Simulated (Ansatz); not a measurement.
Structure relaxation, Ti2C

The relaxed structure here is a generated cell of Ti2C: the first start was made by placing the elements on the sites of a structure type, and the end was not matched to a known phase here, so it may be hypothetical.

The start is a generated trial cell of Ti2C in the AFLOW prototype AB2_cF12_225_a_c (C1, as in CaF2). Cell shape, volume and atoms are optimised at zero target pressure with PBE (plane waves to 420 eV, PAW, scalar-relativistic; Ansatz, a program for electronic structure). The first steps use a coarse 7×7×7 k-mesh.

Input geometry:
```
Ti2C
1.0
    0.00000     2.71084     2.71084
    2.71084     0.00000     2.71084
    2.71084     2.71084     0.00000
C Ti
1 2
Direct
  0.00000   0.00000   0.00000
  0.25000   0.25000   0.25000
  0.75000   0.75000   0.75000
```

How large is the pressure on the unrelaxed cell, and of which sign?

-13 GPa (negative: the cell is under tension).

How much energy is released per atom?

0.05 eV/atom.

How does the volume change?

-8.1 %, from 13.28 to 12.20 Å³/atom.

Give the final cell and atomic positions.


Space group Fm-3m (No. 225); a = 5.2707 Å, b = 5.2707 Å, c = 5.2707 Å, α = 90.00°, β = 90.00°, γ = 90.00°

| atom | site | symmetry | x | y | z |
|---|---|---|---|---|---|
| C | 4a | m-3m | 0.0000 | 0.0000 | 0.0000 |
| Ti | 8c | -43m | 0.2500 | 0.2500 | 0.2500 |
(The calculation used a cell of 3 atoms; values per cell refer to that cell.)

The space group stays Fm-3m (No. 225) (the run could not lower it); the end is AFLOW prototype AB2_cF12_225_a_c (C1, as in CaF2), with 3 atoms in the primitive cell. Final values are on a 15×15×15 k-mesh of the relaxed cell. No spin polarisation in the result.

The run could not lose the symmetry of its start; a randomly shaken copy of 6 atoms returns to this structure.

All atoms sit on sites fixed by symmetry, so only the cell could relax.
